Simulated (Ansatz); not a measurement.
NaCl (rock salt) is sheared across one {100} plane: the third cell vector gains the shift, so faults repeat every 8.4 Å. The cut lies between planes 2.80 Å apart; the cell height is held.

```
NaCl
1.0
    3.96526     0.00000     0.00000
    0.00000     3.96526     0.00000
    1.98263     1.98263     8.41158
Cl Na
3 3
Cartesian
  1.65219   1.65219   7.00965
  1.65219   1.65219   1.40193
  3.63482   3.63482   4.20579
  3.63482   3.63482   7.00965
  3.63482   3.63482   1.40193
  1.65219   1.65219   4.20579
```

In-plane vectors a = (3.965, 0.000) Å, b = (0.000, 3.965) Å, area 15.72 Å². The shift is s times the vector a (length 3.965 Å), so s = 1 restores the start. Atoms relax along the normal only. γ = [E(shift) − E(0)] / area.

Method: r2SCAN (plane waves to 500 eV, PAW, scalar-relativistic; Ansatz, a first-principles code). k mesh 7×7×7 (Γ-centred), Fermi-Dirac smearing 0.05 eV. E is the zero-smearing estimate. Faults lie only 8.4 Å apart, and holding the cell height raises γ above its relaxed value. NaCl was relaxed with its symmetry unable to fall. γ is measured from zero shift.

```csv
s,γ (mJ/m²)
0.000,0
0.083,25
0.167,95
0.250,198
0.333,305
0.417,withheld
0.500,410
0.583,withheld
0.667,305
0.750,198
0.833,95
0.917,24
```

Fit a Fourier form (three harmonics of 1 − cos and sin) to the given rows and predict γ at s = 0.583.

Least squares on the 10 given rows: γ = (206.7)·[1 − cos(2πs)] + (-3.4)·[1 − cos(4πs)] + (-1.6)·[1 − cos(6πs)], in mJ/m²; root-mean-square residual 0.3 mJ/m². At 0.583 the fit gives 382 mJ/m²; the calculation gives 382 mJ/m², the same to the digits shown. 

(The slope of γ gives the shear force per area between the displaced halves; near zero shift its curvature is an elastic stiffness.)
